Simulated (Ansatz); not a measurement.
Each is relaxed and computed with plane-wave PAW r²SCAN (Ansatz code). Which is the only metal?
A. GeTePt, P2_13 (Ge on 4a, Te on 4a, Pt on 4a)
B. GaGeTe, R-3m (Ga on 6c, Ge on 6c, Te on 6c)
C. GePd2, P-62m (Ge on 2c, Ge on 1b, Pd on 3g, Pd on 3f)
D. PdS2, Pbca (Pd on 4a, S on 8c)

C, GePd2, P-62m (Ge on 2c, Ge on 1b, Pd on 3g, Pd on 3f). GePd2: metal; GeTePt: gap 0.37 eV (indirect); PdS2: gap 0.36 eV (indirect); GaGeTe: gap 0.60 eV (direct). Standing as an ambient phase not checked: GePd2, P-62m (Ge on 2c, Ge on 1b, Pd on 3g, Pd on 3f); GeTePt, P2_13 (Ge on 4a, Te on 4a, Pt on 4a); PdS2, Pbca (Pd on 4a, S on 8c); GaGeTe, R-3m (Ga on 6c, Ge on 6c, Te on 6c). Weakly bound layers, chains or molecules computed without a dispersion correction, so cells and soft constants are ill determined: PdS2, Pbca (Pd on 4a, S on 8c); GaGeTe, R-3m (Ga on 6c, Ge on 6c, Te on 6c). All cells were relaxed under the symmetry of their starts (and spin orders); stability against distortions was not tested throughout. Rows with no word on spin ran without spin polarisation. Scalar-relativistic: spin–orbit coupling is off unless named, which matters more the heavier the elements.

Potentials: the earlier of the program's two PAW sets.
